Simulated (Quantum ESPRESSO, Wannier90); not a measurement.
Tight-binding from DFT: CaIn (CsCl type)

```
CaIn
1.0
    3.84337     0.00000     0.00000
    0.00000     3.84337     0.00000
    0.00000     0.00000     3.84337
Ca In
1 1
Direct
  0.00000   0.00000   0.00000
  0.50000   0.50000   0.50000
```

Structure: Materials Project mp-20263, symmetrised, not relaxed again. Not found in the COD (Crystallography Open Database) copy used; not checked further. Level: PBEsol, no spin polarisation, no spin-orbit coupling; pw.x of Quantum ESPRESSO at 56 Ry with PseudoDojo potentials, 8×8×8 k-points, Wannier90. Density: 12×12×12 mesh, cold smearing 0.01 Ry. Spin-orbit coupling is left out although heavy elements are present.

The plane-wave run has 31 bands and 23 electrons a cell. On the energy scale of pw.x, whose zero is arbitrary, the Fermi level lies at 8.66 eV.

Isolated groups of bands, relative to the Fermi level (bands from 10 on overlap up to the last one computed):

| bands | from (eV) | to (eV) | filling | weight on atomic waves |
|---|---|---|---|---|
| 1 | -41.14 | -41.12 | filled | Ca 3s 96 % |
| 2–4 | -22.31 | -22.18 | filled | Ca 3p 99 % |
| 5–9 | -14.36 | -14.19 | filled | In 4d 100 % |

Input w.win, without the blocks of cell, atoms and k-points (512 lines):

```
num_bands = 22
num_wann = 13
exclude_bands = 1-9
num_iter = 800
conv_tol = 1.0e-6
conv_window = 4
dis_num_iter = 1000
dis_conv_tol = 1.0e-6
dis_froz_max = 18.96
write_hr = true
write_u_matrices = true
begin projections
Ca: s;p;d
In: s;p
end projections
mp_grid = 8 8 8
```

wannier90.x stops with:
```
dis_windows: More states in the frozen window than target WFs
```
At some k-point more bands lie below dis_froz_max than there are Wannier functions, and every frozen state has to fit into the subspace. Mended as below, all else unchanged, the run goes through (Ω_I = 19.5 Å²) and follows the plane-wave bands to 3.3 meV rms (states up to 1.0 eV relative to the Fermi level).
```
dis_froz_max = 10.16
```
